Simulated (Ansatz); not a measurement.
Sc$_{2}$Si$_{2}$O$_{7}$:
Space group C2/m (No. 12); a = 6.4792 Å, b = 8.4889 Å, c = 4.6953 Å, α = 90.00°, β = 102.66°, γ = 90.00°

| atom | site | symmetry | x | y | z |
|---|---|---|---|---|---|
| Sc | 4g | 2 | 0.0000 | 0.3095 | 0.0000 |
| Si | 4i | m | 0.2261 | 0.0000 | 0.4073 |
| O | 8j | 1 | 0.2364 | 0.1588 | 0.2119 |
| O | 2c | 2/m | 0.5000 | 0.5000 | 0.5000 |
| O | 4i | m | 0.1031 | 0.5000 | 0.2786 |
(The calculation used a cell of 11 atoms; values per cell refer to that cell.)

Relaxed with PBEsol. The program Ansatz at the PBEsol level (PAW) gives a gap of 4.43 eV.

Question: What gap does HSE06 give on the same cell (Ansatz, PAW)?

Answer: 6.45 eV, 2.03 eV more. The hybrid was solved on a coarser mesh and at special points; the gap given is the minimum over both.

```
k   v1 PBEsol  c1 PBEsol  v1 HSE06  c1 HSE06
--  ---------  ---------  --------  --------
Γ        0.00       4.91         ?         ?
Y       -0.17       4.43     -0.17      6.45
A       -0.09       5.13         ?         ?
M       -0.19       4.77         ?         ?
V2      -0.32       4.88     -0.33      6.95
L2      -0.11       5.00         ?         ?
```

Question: Top valence (v1) and lowest conduction level (c1) in eV from each method's valence maximum (which need not be a listed point): supply the withheld HSE06 values.

Answer: 
- A, v1 HSE06: -0.08
- A, c1 HSE06: 7.24
- M, v1 HSE06: -0.20
- M, c1 HSE06: 6.84
- L2, v1 HSE06: -0.13
- L2, c1 HSE06: 7.08
- Γ, v1 HSE06: 0.00
- Γ, c1 HSE06: 6.87

Cost on shared cores: the PBEsol run (SCF on a 6×6×6 mesh, then bands and DOS) about 2.7 core-minutes (a rough figure), the HSE06 run (SCF on 3×3×4, then a few points) around 6 core-minutes (rough); the tasks are unlike.

The workflow started from a Materials Project entry (that database holds measured and hypothetical structures alike); the Crystallography Open Database files this formula in space group No. 12, but the cells were not matched. Its standing as an ambient phase is unchecked. The cell was relaxed with PBEsol under the symmetry of its start; whether a distortion lowers the energy is not shown. The run is not spin-polarised.

Potentials: the later of the program's two PAW sets.
